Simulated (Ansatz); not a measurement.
Given:

AlRu (CsCl type, space group No. 221), a = 2.9826 Å, b = 2.9826 Å, c = 2.9826 Å, α = 90.00°, β = 90.00°, γ = 90.00°.

This is the r²SCAN-relaxed structure.

Problem. All from DFT-r²SCAN in the program Ansatz with PAW potentials, unless another level is named. Predict the bulk modulus (Birch–Murnaghan fit).

Solution. 220 GPa.

Problem. What about the elastic constants (relaxed ions, GPa)?

Solution. C11 = 347, C12 = 157, C44 = 136.

Space group Pm-3m (CsCl type). The cell was relaxed with r²SCAN under the symmetry of its start. No spin polarisation was allowed. As this level gives no gap, shear constants depend on the k-mesh and smearing (Fermi–Dirac, 0.1 eV here).

Potentials: the later of the program's two PAW sets.
